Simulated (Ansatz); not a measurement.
**Elastic constants of InAs: input and output**

Computed with DFT HSE06, scalar-relativistic, plane waves, PAW (Ansatz 0.2.0).

Launched with:
```bash
ansatz run input.yaml --threads 4 --pin off --max-ram 12288MiB --backend cpu --events-out ev --progress --plain --runs-dir out
```

Input (bare energies are in eV):
```yaml
crystal:
  lattice:
    - [0.0, 3.0538, 3.0538]
    - [3.0538, 0.0, 3.0538]
    - [3.0538, 3.0538, 0.0]
  atoms:
    - { symbol: In, position: [0.0, 0.0, 0.0] }
    - { symbol: As, position: [0.25, 0.25, 0.25] }
basis:
  ecutwfc: 420
kpoints:
  mp_grid: { grid: [8, 8, 8] }
hamiltonian:
  xc: hse06
scf:
  occupations: { method: fixed }
output:
  forces: true
  stress: true
  eigenvalues: true
  polarization: {}
elastic:
  mode: relaxed_ion
  stencil: two_point
```

From the output:
```
--- Elastic constants: 2 strain directions × 2 members + reference (group order 24) ---
  dense FFT box of the reference and of every strained cell: 30×30×30
  strains applied: 11, 23; error gains: componentwise 1.00 (the most a stress slope's error grows in a printed constant), spectral 1.73 (1 for all six strains in a standard setting)
  C = ∂σ_k/∂η_j (tension-positive GPa; Voigt order 11 22 33 23 13 12):
        84.797     44.784     44.784      0.000      0.000     -0.000
        44.784     84.797     44.784      0.000      0.000     -0.000
        44.784     44.784     84.797      0.000      0.000      0.000
         0.000      0.000      0.000     39.564     -0.000      0.000
         0.000      0.000     -0.000      0.000     39.564      0.000
        -0.000      0.000      0.000      0.000      0.000     39.564
  reference stress σ⁰ (GPa):     -0.014     -0.014     -0.014     -0.000      0.000      0.000
  C* (energy form; C + prestress term) asymmetry max|C*_kj − C*_jk| = 2.842e-14 GPa — a small one proves nothing (zero by symmetry where the batch's group is 432, −43m or m−3m); a large one is finite-difference/SCF noise where every solve ...
  moduli (Voigt/Reuss/Hill, GPa): K = 58.12/58.12/58.12   G = 31.74/28.44/30.09   E = 76.99   ν = 0.279
  mechanically stable: yes (min eigenvalue of sym C = 39.56 GPa)
  e, the proper piezoelectric tensor (elastic.mode: relaxed_ion; C/m²; rows x y z; Voigt order 11 22 33 23 13 12):
      -0.00000   -0.00000   -0.00000   -0.14221   -0.00000   -0.00000
      -0.00000   -0.00000   -0.00000    0.00000   -0.14221   -0.00000
      -0.00000    0.00000   -0.00000   -0.00000   -0.00000   -0.14221
  ±, each entry's uncertainty from the finite density of the strings (C/m²), an estimate: the size of the correction for it that the entry includes:
       0.00000    0.00000    0.00000    0.00834    0.00000    0.00000
       0.00000    0.00000    0.00000    0.00000    0.00834    0.00000
       0.00000    0.00000    0.00000    0.00000    0.00000    0.00834
  the group's symmetry takes up to 5.6e-9 C/m² out of the measured responses: error of the strings' finite density and of the mesh across them, as far as it breaks the symmetry (raise kpoints.mp_grid and any string_points); the largest step ...
  strain η (Voigt 11):  stress-route row diagonal C_11 = 84.80 GPa, energy-path curvature d²(F+E_count+ΔE)/dδ²/Ω₀ = 84.69 GPa
         δ    σ_11 (GPa) F (eV) n_scf n_hpsi n_pw
    -2.000e-3      -0.1841      -10459.6651168      30  112399   1127   relax 0 steps, max|allowed force component| 8.53e-17 eV/Å
     2.000e-3       0.1550      -10459.6651354      30  112997   1139   relax 0 steps, max|allowed force component| 8.53e-17 eV/Å
  strain η (Voigt 23):  stress-route row diagonal C_44 = 39.56 GPa, energy-path curvature d²(F+E_count+ΔE)/dδ²/Ω₀ = 39.51 GPa
         δ    σ_23 (GPa) F (eV) n_scf n_hpsi n_pw
    -2.000e-3      -0.0791      -10459.6651575       2   12734   1133   relax 3 steps, max|allowed force component| 9.57e-8 eV/Å
     2.000e-3       0.0791      -10459.6651575       2   12738   1133   relax 3 steps, max|allowed force component| 9.53e-8 eV/Å
--- Formal polarisation (Berry phase): one branch of a lattice of values; only differences between neighbouring runs are physical ---
  axis mesh electronic ionic p = total spread (rad) least overlap resolved gap  δp at fixed H ≤   (phases in cycles; p mod 1; gap in eV; gap and δp judge the states as solved, not the mesh's step, its ...
  b1    8×8×8          -0.50000000     3.75000000     3.25000000      0.299966         0.7566        0.3525           9.1e-6
  b2    8×8×8          -0.50000000     3.75000000     3.25000000      0.299966         0.7566        0.3525           9.1e-6
  b3    8×8×8          -0.50000000     3.75000000     3.25000000      0.299966         0.7566        0.3525           9.1e-6
  quantum along a1:   0.07582350 e/Å² =   121.482638 µC/cm²
  quantum along a2:   0.07582350 e/Å² =   121.482638 µC/cm²
  quantum along a3:   0.07582350 e/Å² =   121.482638 µC/cm²
  P = (  0.34849952,   0.34849952,   0.34849952) e/Å² = (  558.357782,   558.357782,   558.357782) µC/cm²  (mod the quanta)
```

The run took 63 min on 4 threads of Intel(R) Xeon(R) 6975P-C (Granite Rapids), with other jobs on the host, peak memory 4.7 GiB.

The cell is the ideal cubic zincblende prototype.